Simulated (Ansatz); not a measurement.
One stationary structure of CdSe. Space group P6₃mc (No. 186), wurtzite type. Computed with r2SCAN (plane waves to 500 eV, PAW, scalar-relativistic; Ansatz, a quantum-chemistry and plane-wave program).

```xyz
4
Lattice="4.3407 0.0000 0.0000 -2.1703 3.7591 0.0000 0.0000 0.0000 7.0765" Properties=species:S:1:pos:R:3 pbc="T T T"
Cd     0.0000     2.5061     4.8825
Cd     2.1703     1.2530     1.3443
Se     0.0000     2.5061     2.2221
Se     2.1703     1.2530     5.7603
```

**Question.** Estimate the band gap that r2SCAN returns for this input.

**Answer.** 1.11 eV, direct at Γ (no spin-orbit coupling).

No spin polarisation in the result.

It was reached from a disturbed copy of a P6₃/mmc (No. 194) cell, against which it lies -0.096 eV/atom.
